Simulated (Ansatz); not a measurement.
**Where the states of NbCd3 lie**

```xyz
4
Lattice="4.2150 0.0000 0.0000 0.0000 4.2150 0.0000 0.0000 0.0000 4.2150" Properties=species:S:1:pos:R:3 pbc="T T T"
Nb    0.0000    0.0000    0.0000
Cd    0.0000    2.1075    2.1075
Cd    2.1075    0.0000    2.1075
Cd    2.1075    2.1075    0.0000
```

The cell comes from COD entry 2310296, which wasn't checked; take it as a given geometry.

Spin polarisation is left out, and whether a magnetic state lies lower isn't shown here.

Method: Ansatz 0.2.0, DFT, PBE, all-electron LAPW, scalar-relativistic.

Sampling and basis: a Γ-centred 8×8×8 k mesh, Fermi–Dirac smearing of 0.03 eV, basis error target 1 meV/atom, no spin polarisation.

**Question.** Which of the resolved shells contributes most within 0.3 eV of the Fermi level?

**Answer.** Nb 4d, with 81 % of all states there; Cd 4d follows with 2 %.

**Question.** Where is the centre of the filled Cd 4d states between -14 eV and the top of the filled states?

**Answer.** -8.44 eV from the Fermi level.

**Question.** Tabulate the density of states.

**Answer.** States per eV and cell, averaged over 0.6 eV, from -10.0 to 3.6 eV, with energies (bin centres) from the Fermi level; empty bins are left out. The partial columns, the largest 3 alone, are projections on Löwdin-orthogonalised atomic shells (those that the program's projection atoms carry: the occupied ones and, for some elements, an empty d or f shell; other empty shells have no column), summed over atoms of an element. Weights on diffuse s and p shells depend on that basis and aren't pure angular character.
```
E (eV)  total  Cd 4d  Nb 4d  Cd 5s
  -9.8   0.17   0.16   0.00   0.01
  -9.2  13.33  12.86   0.15   0.25
  -8.6  19.36  18.80   0.19   0.22
  -8.0  15.29  14.85   0.07   0.26
  -7.4   2.53   2.19   0.01   0.24
  -6.8   0.58   0.08   0.02   0.37
  -6.2   0.77   0.07   0.06   0.56
  -5.6   0.78   0.05   0.12   0.53
  -5.0   0.66   0.04   0.11   0.38
  -4.4   0.73   0.05   0.11   0.37
  -3.8   1.07   0.06   0.21   0.49
  -3.2   0.92   0.06   0.20   0.43
  -2.6   1.68   0.12   0.46   0.89
  -2.0   1.60   0.08   0.68   0.57
  -1.4   2.17   0.08   1.23   0.35
  -0.8   4.49   0.10   3.28   0.15
  -0.2   2.39   0.06   1.93   0.03
   0.4   1.29   0.04   1.03   0.02
   1.0   2.58   0.04   2.04   0.09
   1.6   2.19   0.03   1.49   0.13
   2.2   2.65   0.05   1.13   0.26
   2.8   1.78   0.02   0.50   0.27
   3.4   0.94   0.01   0.16   0.29
```
